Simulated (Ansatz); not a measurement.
TiBO₃ in space group R-3c (No. 167; O on 18e, Ti on 6b, B on 6a) at seven volumes, r²SCAN in the plane-wave PAW code Ansatz, shape and atoms relaxed at each. One row is withheld.

```tsv
V (Å³/atom)	P (GPa)
8.418	21.59
8.696	13.33
8.973	6.16
9.251	0.00
9.528	?
9.806	-9.82
10.083	-13.67
```

Task: Fit the shown pressures and predict the withheld one.

Result: Third-order Birch–Murnaghan: P = (3/2)B₀(x^(7/2) − x^(5/2))[1 + (3/4)(B′ − 4)(x − 1)] with x = (V₀/V)^(2/3). Least squares on the six rows gives V₀ = 9.252 Å³/atom, B₀ = 189.2 GPa, B′ = 4.02. At V = 9.528, x = 0.9806 and P = -5.24 GPa. The run itself gave -5.30 GPa.

The workflow started from an entry of the Crystallography Open Database (COD). Whether it is the stable phase at ambient conditions was not checked. The cell was relaxed with r²SCAN under the symmetry of its start; whether a distortion lowers the energy is not shown. No spin polarisation was allowed.

Potentials: the later of the program's two PAW sets.
